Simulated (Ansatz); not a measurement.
## Wurtzite alloy of GaN and ZnO (18 of 48 Ga sites, 18 of 48 N sites exchanged), 96 atoms

Ansatz, PAW, plane waves. PBEsol relaxation of cell lengths and atoms (angles held) at the single k point (¼, ¼, ¼) without its symmetry partners; single points on the relaxed atoms at the single k point (¼, ¼, ¼) without its symmetry partners, onto which points of the small cell's zone fold. Arrangement: random. No spin–orbit coupling unless named.

Relaxed structure:

```yaml
crystal:
  lattice:
    - [9.65094, 0.00000, 0.00000]
    - [0.00000, 11.14998, 0.00000]
    - [0.00000, 0.00000, 10.45378]
  atoms:
    - { symbol: Ga, position: [0.15982, 0.08868, 0.25490] }
    - { symbol: Ga, position: [0.17357, 0.08821, 0.75691] }
    - { symbol: Ga, position: [0.99854, 0.32867, 0.25385] }
    - { symbol: Ga, position: [0.00477, 0.33305, 0.74956] }
    - { symbol: Ga, position: [0.50731, 0.08245, 0.24981] }
    - { symbol: Ga, position: [0.33236, 0.33538, 0.24630] }
    - { symbol: Ga, position: [0.33103, 0.32798, 0.75398] }
    - { symbol: Ga, position: [0.16573, 0.57653, 0.25532] }
    - { symbol: Ga, position: [0.17361, 0.58240, 0.74830] }
    - { symbol: Ga, position: [0.00394, 0.84058, 0.75608] }
    - { symbol: Ga, position: [0.66614, 0.32899, 0.24971] }
    - { symbol: Ga, position: [0.66110, 0.32371, 0.75168] }
    - { symbol: Ga, position: [0.49926, 0.57818, 0.25310] }
    - { symbol: Ga, position: [0.33718, 0.83856, 0.24817] }
    - { symbol: Ga, position: [0.33516, 0.83713, 0.75199] }
    - { symbol: Ga, position: [0.83534, 0.57693, 0.24615] }
    - { symbol: Ga, position: [0.66925, 0.84330, 0.25006] }
    - { symbol: Ga, position: [0.65941, 0.82705, 0.75047] }
    - { symbol: Ga, position: [0.16302, 0.41504, 0.50191] }
    - { symbol: Ga, position: [0.17044, 0.41319, 0.99820] }
    - { symbol: Ga, position: [0.00363, 0.66448, 0.50009] }
    - { symbol: Ga, position: [0.49762, 0.41858, 0.99974] }
    - { symbol: Ga, position: [0.33504, 0.66312, 0.50546] }
    - { symbol: Ga, position: [0.16540, 0.92561, 0.50387] }
    - { symbol: Ga, position: [0.66021, 0.67216, 0.50408] }
    - { symbol: Ga, position: [0.66893, 0.66597, 0.98817] }
    - { symbol: Ga, position: [0.51068, 0.92540, 0.50360] }
    - { symbol: Ga, position: [0.49771, 0.91827, 0.99254] }
    - { symbol: Ga, position: [0.82799, 0.92202, 0.49639] }
    - { symbol: Ga, position: [0.83256, 0.91826, 0.99488] }
    - { symbol: Zn, position: [0.50067, 0.08643, 0.75548] }
    - { symbol: Zn, position: [0.99467, 0.84129, 0.24183] }
    - { symbol: Zn, position: [0.83371, 0.08409, 0.25147] }
    - { symbol: Zn, position: [0.82182, 0.09503, 0.75730] }
    - { symbol: Zn, position: [0.50088, 0.59120, 0.75805] }
    - { symbol: Zn, position: [0.82103, 0.58284, 0.76485] }
    - { symbol: Zn, position: [0.00089, 0.16454, 0.49327] }
    - { symbol: Zn, position: [0.99750, 0.15140, 0.00474] }
    - { symbol: Zn, position: [0.33609, 0.15591, 0.50497] }
    - { symbol: Zn, position: [0.33670, 0.16358, 0.98675] }
    - { symbol: Zn, position: [0.99169, 0.67208, 0.98936] }
    - { symbol: Zn, position: [0.66601, 0.15631, 0.49940] }
    - { symbol: Zn, position: [0.66909, 0.15149, 0.00557] }
    - { symbol: Zn, position: [0.49971, 0.42225, 0.50213] }
    - { symbol: Zn, position: [0.34137, 0.67131, 0.98536] }
    - { symbol: Zn, position: [0.16777, 0.92315, 0.98383] }
    - { symbol: Zn, position: [0.83557, 0.39760, 0.50167] }
    - { symbol: Zn, position: [0.83059, 0.41658, 0.00733] }
    - { symbol: N, position: [0.00639, 0.17094, 0.19051] }
    - { symbol: N, position: [0.32786, 0.17274, 0.68826] }
    - { symbol: N, position: [0.16707, 0.41909, 0.18451] }
    - { symbol: N, position: [0.16650, 0.42008, 0.68807] }
    - { symbol: N, position: [0.66099, 0.17120, 0.19318] }
    - { symbol: N, position: [0.66400, 0.17323, 0.68352] }
    - { symbol: N, position: [0.49870, 0.41732, 0.19005] }
    - { symbol: N, position: [0.32699, 0.67046, 0.68702] }
    - { symbol: N, position: [0.16453, 0.91885, 0.68526] }
    - { symbol: N, position: [0.83213, 0.41488, 0.19906] }
    - { symbol: N, position: [0.66989, 0.66592, 0.68254] }
    - { symbol: N, position: [0.49862, 0.91183, 0.18675] }
    - { symbol: N, position: [0.50086, 0.91046, 0.68299] }
    - { symbol: N, position: [0.82865, 0.90985, 0.18075] }
    - { symbol: N, position: [0.16904, 0.07620, 0.43330] }
    - { symbol: N, position: [0.16587, 0.08968, 0.93514] }
    - { symbol: N, position: [0.00721, 0.33778, 0.43771] }
    - { symbol: N, position: [0.49633, 0.07644, 0.42966] }
    - { symbol: N, position: [0.50091, 0.07836, 0.94386] }
    - { symbol: N, position: [0.33462, 0.34161, 0.93760] }
    - { symbol: N, position: [0.16721, 0.58506, 0.43975] }
    - { symbol: N, position: [0.99723, 0.83481, 0.93422] }
    - { symbol: N, position: [0.83719, 0.07689, 0.44244] }
    - { symbol: N, position: [0.83380, 0.07777, 0.93683] }
    - { symbol: N, position: [0.49933, 0.59135, 0.43493] }
    - { symbol: N, position: [0.50552, 0.58028, 0.94989] }
    - { symbol: N, position: [0.33509, 0.83444, 0.93526] }
    - { symbol: N, position: [0.83077, 0.58062, 0.95006] }
    - { symbol: N, position: [0.66837, 0.83145, 0.43531] }
    - { symbol: N, position: [0.66546, 0.83040, 0.93574] }
    - { symbol: O, position: [0.00721, 0.17449, 0.69329] }
    - { symbol: O, position: [0.33234, 0.17014, 0.20139] }
    - { symbol: O, position: [0.00339, 0.65937, 0.20241] }
    - { symbol: O, position: [0.00742, 0.66810, 0.68302] }
    - { symbol: O, position: [0.49886, 0.41289, 0.69363] }
    - { symbol: O, position: [0.32875, 0.66858, 0.20242] }
    - { symbol: O, position: [0.17470, 0.91677, 0.19949] }
    - { symbol: O, position: [0.83383, 0.40883, 0.69672] }
    - { symbol: O, position: [0.66695, 0.66352, 0.19618] }
    - { symbol: O, position: [0.83476, 0.89901, 0.68078] }
    - { symbol: O, position: [0.00609, 0.34485, 0.92983] }
    - { symbol: O, position: [0.32721, 0.34401, 0.43011] }
    - { symbol: O, position: [0.16461, 0.57675, 0.93184] }
    - { symbol: O, position: [0.00254, 0.82768, 0.44787] }
    - { symbol: O, position: [0.66190, 0.34085, 0.43371] }
    - { symbol: O, position: [0.65855, 0.33864, 0.93236] }
    - { symbol: O, position: [0.32681, 0.82857, 0.43544] }
    - { symbol: O, position: [0.83527, 0.59708, 0.43399] }
```

Question: What are the mean bond lengths by pair (pairs within 1.2 times the sum of covalent radii, less contacts 15 % beyond the pair's median; cation–cation pairs of compounds aside; long ionic contacts are cut short by that bound)?

Answer: Ga–N 1.921 ± 0.051 Å (standard deviation, 75 bonds); Ga–O 1.968 ± 0.069 Å (standard deviation, 45 bonds); N–Zn 1.964 ± 0.054 Å (standard deviation, 45 bonds); O–Zn 2.094 ± 0.093 Å (standard deviation, 22 bonds).

Question: What gap lies between the top filled and the lowest empty level in the single points?

Answer: r²SCAN 0.76 eV (4.6 s on NVIDIA GB200). Away from Γ this isn't the crystal's band gap.
